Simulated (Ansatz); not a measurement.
ScAl3 (Cu3Au type, Pm-3m) at seven volumes, PBEsol in the plane-wave PAW code Ansatz, scaled uniformly. One row is withheld.

```
V (Å³/atom)  P (GPa)
-----------  -------
15.349             ?
15.855          6.44
16.361          2.97
16.867          0.00
17.373         -2.55
17.879         -4.73
18.385         -6.58
```

Fit the shown pressures and predict the withheld one.

P = (3/2)B₀(x^(7/2) − x^(5/2))[1 + (3/4)(B′ − 4)(x − 1)] with x = (V₀/V)^(2/3). Least squares on the six rows gives V₀ = 16.866 Å³/atom, B₀ = 91.5 GPa, B′ = 4.20. At V = 15.349, x = 1.0648 and P = 10.52 GPa. The run itself gave 10.47 GPa.

Symmetry was held in the PBEsol relaxation. The run is not spin-polarised.

Potentials: the later of the program's two PAW sets.
